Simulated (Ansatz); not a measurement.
**Profile along the Re–Re line in Re (hcp, Mg type)**

Re (hcp, Mg type)

```cif
data_Re2
_chemical_formula_sum 'Re2'
_space_group_name_H-M_alt 'P 1'
_space_group_IT_number 1
_cell_length_a 2.77518
_cell_length_b 2.77518
_cell_length_c 4.48302
_cell_angle_alpha 90.000
_cell_angle_beta 90.000
_cell_angle_gamma 120.000
loop_
_space_group_symop_operation_xyz
  'x, y, z'
loop_
_atom_site_label
_atom_site_type_symbol
_atom_site_fract_x
_atom_site_fract_y
_atom_site_fract_z
_atom_site_occupancy
Re1 Re 0.33333 0.66667 0.75000 1
Re2 Re 0.66667 0.33333 0.25000 1
```

Fields along a shortest Re–Re line of a (-1 1 0 2) plane (2.78 Å), from Re to Re, interpolated on the slice's grid (step about 0.2 Å). Computed with PBE (plane waves to 420 eV, PAW, scalar-relativistic; Ansatz, a quantum-chemistry and plane-wave program). k mesh 19×19×11. These are valence fields of a PAW run, semicore shells included where kept as valence: close to a nucleus they are smooth pseudo fields. Re is run without spin polarisation. Re was relaxed with its symmetry unable to fall. Spin-orbit coupling is left out, though Re is heavy. The PAW data are Ansatz's earlier set.

| distance from Re (Å) | valence electron density (e/Å³) | electron localisation function |
|---|---|---|
| 0.00 | 6.84 | x |
| 0.14 | 6.99 | x |
| 0.28 | 6.95 | x |
| 0.42 | 6.15 | x |
| 0.56 | 4.59 | 0.72 |
| 0.69 | 2.83 | 0.62 |
| 0.83 | 1.51 | 0.44 |
| 0.97 | 0.83 | 0.29 |
| 1.11 | 0.55 | 0.28 |
| 1.25 | 0.44 | 0.33 |
| 1.39 | 0.41 | 0.39 |
| 1.53 | 0.44 | 0.33 |
| 1.67 | 0.55 | 0.28 |
| 1.81 | 0.83 | 0.29 |
| 1.95 | 1.51 | 0.44 |
| 2.08 | 2.83 | 0.62 |
| 2.22 | 4.59 | 0.72 |
| 2.36 | 6.15 | x |
| 2.50 | 6.95 | x |
| 2.64 | 6.99 | x |
| 2.78 | 6.84 | x |

x: too close to a nucleus for the ELF to mean much.

Density on the Re–Re line (2.78 Å) at its midpoint: 0.41 e/Å³. ELF at that point: 0.39.
